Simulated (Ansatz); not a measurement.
VSi$_{2}$: from a starting cell to a relaxed one

The start is a generated trial cell of VSi2 in the fluorite structure type. The cell and all atomic positions are relaxed at zero pressure with PBEsol (plane waves to 420 eV, PAW, scalar-relativistic; Ansatz, an electronic-structure program). The first steps use a coarse 7×7×7 k-mesh.

Initial structure:
```
CELL_PARAMETERS angstrom
      0.00000     2.92873     2.92873
      2.92873     0.00000     2.92873
      2.92873     2.92873     0.00000
ATOMIC_POSITIONS crystal
  V  0.00000 0.00000 0.00000
  Si 0.25000 0.25000 0.25000
  Si 0.75000 0.75000 0.75000
```
Spin-polarised start, with parallel moments on V.

Task: How does the volume per atom move from start to end?

Result: -9.1 %, from 16.75 to 15.22 Å³/atom.

Task: What magnetic moments remain?

Result: Zero (the starting moments vanished).

Task: Write out the relaxed structure.

Result: 
```cif
data_Si8V4
_chemical_formula_sum 'V4 Si8'
_space_group_name_H-M_alt 'Fm-3m'
_space_group_IT_number 225
_space_group_name_Hall '-F 4 2 3'
_cell_length_a 5.67319
_cell_length_b 5.67319
_cell_length_c 5.67319
_cell_angle_alpha 90.000
_cell_angle_beta 90.000
_cell_angle_gamma 90.000
loop_
_atom_site_label
_atom_site_type_symbol
_atom_site_symmetry_multiplicity
_atom_site_Wyckoff_symbol
_atom_site_fract_x
_atom_site_fract_y
_atom_site_fract_z
_atom_site_occupancy
V1 V 4 a 0.00000 0.00000 0.00000 1
Si1 Si 8 c 0.25000 0.25000 0.25000 1
```
(The calculation used a cell of 3 atoms; values per cell refer to that cell.)

The space group stays Fm-3m (No. 225) (the run could not lower it); the end is AFLOW prototype AB2_cF12_225_a_c (C1, as in CaF2), with 3 atoms in the primitive cell. Final values are on a 14×14×14 k-mesh of the relaxed cell. No spin polarisation in the result: the starting moments vanished. The relaxed primitive cell holds an odd number of electrons. A magnetic state may lie lower.

The run could not lose the symmetry of its start: the end is stationary, and may be a saddle point rather than a minimum.

All atoms sit on sites fixed by symmetry, so only the cell could relax.

The relaxed structure here is a generated cell of VSi2: the first start was made by placing the elements on the sites of a structure type, and the end was not matched to a known phase here, so it may be hypothetical.
